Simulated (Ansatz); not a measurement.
Given:

Ti3Al:
```cif
data_Al2Ti6
_chemical_formula_sum 'Ti6 Al2'
_space_group_name_H-M_alt 'P63/mmc'
_space_group_IT_number 194
_space_group_name_Hall '-P 6c 2c'
_cell_length_a 5.74749
_cell_length_b 5.74749
_cell_length_c 4.63014
_cell_angle_alpha 90.000
_cell_angle_beta 90.000
_cell_angle_gamma 120.000
loop_
_atom_site_label
_atom_site_type_symbol
_atom_site_symmetry_multiplicity
_atom_site_Wyckoff_symbol
_atom_site_fract_x
_atom_site_fract_y
_atom_site_fract_z
_atom_site_occupancy
Ti1 Ti 6 h 0.34033 0.17017 0.25000 1
Al1 Al 2 c 0.33333 0.66667 0.25000 1
```

This is the r²SCAN-relaxed structure.

Task: All from r²SCAN in the plane-wave PAW code Ansatz, unless another level is named. Give the formation energy from the elements (no fitted shifts).

Result: -297 meV/atom.

Task: Predict the density of states at the Fermi level.

Result: 0.47 states/eV per atom (mean over ±0.08 eV).

Space group P6_3/mmc. Symmetry was held in the r²SCAN relaxation. No spin polarisation was allowed. The references are the lowest solids computed at this level, not always the standard phases.

Potentials: the later of the program's two PAW sets.
